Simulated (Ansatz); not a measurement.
SiGe:
```
SiGe
1.0
    3.59543     0.00000     0.00000
   -1.79772     3.11374     0.00000
    0.00000     0.00000     3.28031
Ge Si
1 1
Direct
  0.00000   0.00000   0.00000
  0.66667   0.33333   0.50000
```

Relaxed with PBE. Special points in fractions of this cell's reciprocal vectors: Γ (0.000, 0.000, 0.000); M (0.500, 0.000, 0.000); K (0.333, 0.333, 0.000); A (0.000, 0.000, 0.500); L (0.500, 0.000, 0.500); H (0.333, 0.333, 0.500).

**Question.** List the band energies nearest the Fermi level at these points for PBE with spin–orbit coupling (plane waves, PAW; program Ansatz).

**Answer.** In eV from the Fermi level; about four levels below and three above (degenerate sets whole), none deeper than 8.9 eV; points with the same levels are listed once.

| k | below | above |
|---|---|---|
| Γ | -0.49 -0.49 | 0.04 0.04 0.14 0.14 |
| M | -8.24 -8.24 -2.12 -2.12 | 0.43 0.43 2.03 2.03 |
| K | -8.52 -8.50 -5.18 -5.14 | 3.23 3.23 3.26 3.26 |
| A | – | 3.00 3.00 3.04 3.04 |
| L | -4.74 -4.74 -4.50 -4.50 | 1.15 1.15 1.36 1.36 |
| H | -1.86 -1.75 -1.61 -1.59 | 8.70 8.73 9.43 |

Space group P-6m2. The cell is a constructed one: a structure type filled with these elements; neither database checked (COD, Materials Project) lists it. Whether it is the stable phase at ambient conditions was not checked. Symmetry was held in the PBE relaxation; whether a distortion lowers the energy is not shown.

Potentials: the later of the program's two PAW sets.
